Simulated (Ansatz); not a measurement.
Input file for Ansatz (a program for electronic structure):

Ansatz 0.2 input:
```yaml
crystal:
  lattice:
    - [3.2696758416, 0.0, 0.0]
    - [-1.6348379208, 2.831622341, 0.0]
    - [0.0, 0.0, 11.9815140616]
  atoms:
    - { symbol: Ta, position: [0.3333333333, 0.6666666667, 0.25] }
    - { symbol: Ta, position: [0.6666666667, 0.3333333333, 0.75] }
    - { symbol: S, position: [0.3333333333, 0.6666666667, 0.6204252922] }
    - { symbol: S, position: [0.6666666667, 0.3333333333, 0.1204252922] }
    - { symbol: S, position: [0.6666666667, 0.3333333333, 0.3795747078] }
    - { symbol: S, position: [0.3333333333, 0.6666666667, 0.8795747078] }
kpoints:
  mp_grid: { grid: [14, 14, 4] }
hamiltonian:
  xc: lda
  pseudopotentials: { kind: paw }
scf:
  occupations: { method: fermi_dirac, width: 0.1 }
phonons:
  method: dfpt
  response_accuracy: low
  eigenvectors: true
  rigid_motions: translations
```

Output (shortened):

```
Pseudopotential: Ta, paw, valence charge 13
Pseudopotential: S, paw, valence charge 6
Functional definition: SPW92
Crystal: 6 atoms, lattice volume = 110.931 Å³
Basis set: ecut = 420 eV, 2177 PW (Γ), exchange–correlation on 48×48×180 points (8 copies of the dense FFT grid, shifted against one another)
Bands: 31, of which v1, the nominal top of the filled ones, is band 25 counted from 1 (24 counted from 0)
Symmetry: 24 space group operations
k-points: 219 of 784 (irreducible under 2 space group operations, time reversal used)
SCF iter   1: F=—  HF=-22850.169556 eV  |F-HF|=—  |Δ(HF+E_count)|=         —  Δρ=7.76e-3  dr2=1.02e-1  ethr=1.77e-3  ⟨swp⟩=5.6  Hψ=30809  notcnv=0  defer=55
preconditioner: auto → LDOS
SCF iter   2: F=—  HF=-22850.155577 eV  |F-HF|=—  |Δ(HF+E_count)|=   1.40e-2  Δρ=2.13e-3  dr2=2.67e-3  ethr=2.05e-4  ⟨swp⟩=1.6  Hψ=8716  notcnv=0  defer=64
preconditioner: auto → Kerker (q_TF=auto, 2.389 Å⁻¹)
SCF iter   3: F=—  HF=-22850.154981 eV  |F-HF|=—  |Δ(HF+E_count)|=   5.96e-4  Δρ=7.88e-4  dr2=4.36e-4  ethr=5.35e-6  ⟨swp⟩=2.1  Hψ=8825  notcnv=0  defer=64
SCF iter   4: F=—  HF=-22850.154902 eV  |F-HF|=—  |Δ(HF+E_count)|=   7.99e-5  Δρ=9.49e-5  dr2=1.90e-5  ethr=8.73e-7  ⟨swp⟩=2.0  Hψ=9481  notcnv=0  defer=64
SCF iter   5: F=—  HF=-22850.154900 eV  |F-HF|=—  |Δ(HF+E_count)|=   1.62e-6  Δρ=2.84e-5  dr2=1.43e-6  ethr=3.81e-8  ⟨swp⟩=2.3  Hψ=9803  notcnv=0  defer=64
SCF iter   6: F=—  HF=-22850.154900 eV  |F-HF|=—  |Δ(HF+E_count)|=   2.44e-7  Δρ=9.22e-6  dr2=2.16e-7  ethr=2.86e-9  ⟨swp⟩=2.3  Hψ=9949  notcnv=0  defer=64
SCF iter   7: F=—  HF=-22850.154900 eV  |F-HF|=—  |Δ(HF+E_count)|=   1.46e-8  Δρ=2.11e-6  dr2=1.16e-8  ethr=4.32e-10  ⟨swp⟩=2.0  Hψ=9355  notcnv=0  defer=64
SCF iter   8: F=—  HF=-22850.154900 eV  |F-HF|=—  |Δ(HF+E_count)|=  5.68e-10  Δρ=4.93e-7  dr2=5.55e-10  ethr=2.33e-11  ⟨swp⟩=2.0  Hψ=9856  notcnv=0  defer=64
SCF iter   9: F=-22850.154900 eV  HF=-22850.154900 eV  |F-HF|=3.64e-12  |Δ(HF+E_count)|=  6.55e-11  Δρ=6.89e-8  dr2=5.92e-12  ethr=1.00e-12  ⟨swp⟩=8.8  Hψ=40115  notcnv=0
SCF 1 converged in 9 iterations: F = -22850.154900 eV  dr2 = 5.92e-12
DFPT response loops at Γ: preconditioner auto → Kerker (q_TF=auto, 2.389 Å⁻¹) (partly filled bands, converged f_vac=0.008) …
SCF converged after 9 iterations
Free energy (F): -22850.154900 eV
Harris-Foulkes:  -22850.154900 eV  (|F-HF|=3.64e-12)
Internal energy: -22850.020001 eV  (E = F + TS)
E sigma→0 (E₀):  -22850.087451 eV
Entropy (-TS):   -0.134899 eV (-22.483 meV/atom)
Fermi energy:    10.002322 eV
--- Per-component energies (eV) ---
  E_band       = -359.580235
  E_kinetic    = 1167.964934
  E_local      = -2793.053616  (includes V_loc(G=0)·N_el)
  E_nonlocal   = 158.748951
  E_hartree    = 1064.661687
  E_xc         = -821.992965
  E_vxc        = -763.292607  (∫ρ·V_xc dr)
  E_paw        = -18573.704480  (= ΣΔE_a)
  E_vpaw       = -259.271621  (= ΣTr[D̂ρ^β])
  E_aug_tail   = 0.000299  (compensation charges beyond the density's cutoff)
  E_ewald      = -3053.775408
  E_core_change = 1.130596  (= ΣΔE_core)
  E_smearing   = -0.134899  (= −TS)
  E_closure    =  0.000000  (closes the sum)
  Σ components = -22850.154900   (vs F -22850.154900, Δ=0.00e0)
  [band-id]    e_kinetic+e_local+e_nonlocal+2·e_hartree+e_vxc+e_vpaw+e_augmentation_tail = -359.580284   (vs E_band -359.580235, Δ=-4.92e-5)
--- Band table (eV; the first three rows and the last of 219) ---
  k-point 0: bands = ["-57.7219", "-57.7219", "-24.2974", "-24.2972", "-24.1314", "-24.1314", "-24.1314", "-24.1314", "-4.3625", "-4.0505", "-2.8409", "-2.2602", "3.5367", "4.8930", "7.2444", "7.5512", "7.5512", "7.5823", "7.5823", "8.7170", "8.7170", …
  k-point 1: bands = ["-57.7219", "-57.7219", "-24.2973", "-24.2972", "-24.1314", "-24.1314", "-24.1314", "-24.1314", "-4.3266", "-4.1102", "-2.7451", "-2.3390", "3.6897", "4.6121", "7.5555", "7.5555", "7.5775", "7.5775", "7.6205", "8.7323", "8.7323", …
  k-point 2: bands = ["-57.7219", "-57.7219", "-24.2973", "-24.2973", "-24.1314", "-24.1314", "-24.1314", "-24.1314", "-4.2294", "-4.2294", "-2.5344", "-2.5344", "4.0985", "4.0985", "7.5663", "7.5663", "7.5663", "7.5663", "8.4215", "8.4215", "8.7691", …
  k-point 218: bands = ["-57.7034", "-57.7034", "-24.4430", "-24.4430", "-24.2849", "-24.2849", "-24.2228", "-24.2228", "-2.3755", "-2.2656", "-2.0222", "-1.9034", "4.6215", "4.7864", "5.1920", "5.3325", "5.9905", "6.2063", "6.7945", "7.0342", "7.2836", …
--- Phonons (Γ-DFPT): 4 representative perturbations + reference, on 219 of 784 k-points (Σ response iterations 12) ---
  ASR residual: 1.869e-4 → 0.000e0 eV/Å²; symmetrization residual: 4.104e-5 eV/Å²
  ASR residual per site (eV/Å²): 1.87e-4 1.87e-4 1.35e-4 1.35e-4 1.35e-4 1.35e-4
  Γ frequencies (cm⁻¹): 0.00 0.00 0.00 18.42 18.42 47.62 229.43 229.43 232.02 232.02 292.07 292.07 295.80 295.80 355.85 376.58 391.35 399.72
  non-analytic LO–TO correction: not included (Born effective charges unavailable; polar crystals: no LO–TO splitting at Γ)
```

Cost: around 8 core-minutes (rough) on shared cores.

Space group P6_3/mmc. The cell is a constructed one: a structure type filled with these elements; the Crystallography Open Database files this formula in space group No. 194, but the cells were not matched. It is not the phase usual at ambient conditions (space group No. 164). Symmetry was held in the LDA relaxation; of distortions, only those at the zone centre were tested. The run is not spin-polarised. A crystal of weakly bound layers computed without a dispersion correction: the cell and the soft elastic constants depend strongly on that. As this level gives no gap, phonon frequencies hold no LO–TO term and depend on the k-mesh and smearing (Fermi–Dirac, 0.1 eV here). Scalar-relativistic: spin–orbit coupling is off unless named, which matters more the heavier the elements.

Potentials: the later of the program's two PAW sets.

Ansatz is a plane-wave DFT program.
